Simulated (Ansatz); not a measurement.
LiF (rock salt)

```xyz
2
Lattice="0.0000 2.0039 2.0039 2.0039 0.0000 2.0039 2.0039 2.0039 0.0000" Properties=species:S:1:pos:R:3 pbc="T T T"
F      0.0000     0.0000     0.0000
Li     2.0039     2.0039     2.0039
```

The slice is a {100} plane (indices of the conventional cell) through the point (0.000, 0.000, 0.000) (fractional), spanned by u = [100] and v = [0 1 -1] in vectors of this cell: u (2.83 Å) and v (2.83 Å, at 90° to u). It covers one period; positions are fractions (u, v).

All values below come from PBEsol (plane waves to 420 eV, PAW, scalar-relativistic; Ansatz, a program for electronic structure). k mesh 14×14×14. These are valence fields of a PAW run, semicore shells included where kept as valence: close to a nucleus they are smooth pseudo fields. LiF was relaxed with its symmetry unable to fall.

**Question.** What is the ELF at the density minimum of the shortest F–Li line in this plane (2.00 Å)?

**Answer.** 0.02.

**Question.** What is the valence density on the shortest F–Li line in this plane (2.00 Å), at its minimum between the atoms?

**Answer.** 0.14 e/Å³.

**Question.** Sketch the electron localisation function (ELF) on this plane as a map.

**Answer.** 
```tsv
v \ u	0.00	0.12	0.25	0.38	0.50	0.62	0.75	0.88
0.88	x	0.81	0.75	0.25	0.02	0.25	0.75	0.81
0.75	0.79	0.75	0.41	0.02	0.03	0.02	0.41	0.75
0.62	0.35	0.25	0.02	0.41	x	0.41	0.02	0.25
0.50	0.03	0.02	0.03	x	x	x	0.03	0.02
0.38	0.35	0.25	0.02	0.41	x	0.41	0.02	0.25
0.25	0.79	0.75	0.41	0.02	0.03	0.02	0.41	0.75
0.12	x	0.81	0.75	0.25	0.02	0.25	0.75	0.81
0.00	x	x	0.79	0.35	0.03	0.35	0.79	x
```

Values: electron localisation function (ELF). Points within 0.4 Å of a nucleus are blanked (x), as the pseudised field means little there.
